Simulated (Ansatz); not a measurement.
A (001) slab of TaSi2 (P6_222 (No. 180)), 5 planes, outer planes TaSi2 (top) and TaSi2 (bottom), with 15 atoms (Ta5Si10) in a surface cell of A = 19.629 Å², as cut from the bulk:

```
CELL_PARAMETERS angstrom
4.76086 0.00000 0.00000
-2.38043 4.12303 0.00000
0.00000 0.00000 23.74105
ATOMIC_POSITIONS crystal
Ta 0.50000 0.50000 0.31591
Si 0.15927 0.84073 0.31591
Si 0.84073 0.15927 0.31591
Ta 0.00000 0.50000 0.40795
Si 0.68146 0.84073 0.40795
Si 0.31854 0.15927 0.40795
Ta 0.50000 0.00000 0.50000
Si 0.84073 0.68146 0.50000
Si 0.15927 0.31854 0.50000
Ta 0.50000 0.50000 0.59205
Si 0.15927 0.84073 0.59205
Si 0.84073 0.15927 0.59205
Ta 0.00000 0.50000 0.68409
Si 0.68146 0.84073 0.68409
Si 0.31854 0.15927 0.68409
```

Level of theory: DFT PBEsol, scalar-relativistic, plane waves, PAW in Ansatz. Plane waves to 420 eV, a k mesh through Γ of 9×9×1 on the computed 15-atom cell and Gaussian smearing (0.10 eV); no spin polarisation. The cell repeats along c with a dipole correction in the vacuum.

Against the same 15 atoms in the bulk, the slab as cut lies 6.682 eV higher and the relaxed slab 6.399 eV higher.

Problem. Work out the surface energy before and after relaxation.

Solution. The slab has two faces, so γ = (E_slab − N·E_bulk)/(2A), the mean of both. As cut: 6.682/(2 × 19.629) = 0.1702 eV/Å², and 1 eV/Å² = 16.02 J/m², so γ = 2.73 J/m². Relaxed: 6.399/(2 × 19.629) = 0.1630 eV/Å² = 2.61 J/m². Relaxation recovers 4 % of the cost of cutting.

Problem. What is the ideal work of this cut, per area?

Solution. Griffith's ideal work is 2γ: 5.45 J/m² if the new faces stay rigid, 5.22 J/m² if they relax. One thickness was run, 5 planes, so γ can still shift with it.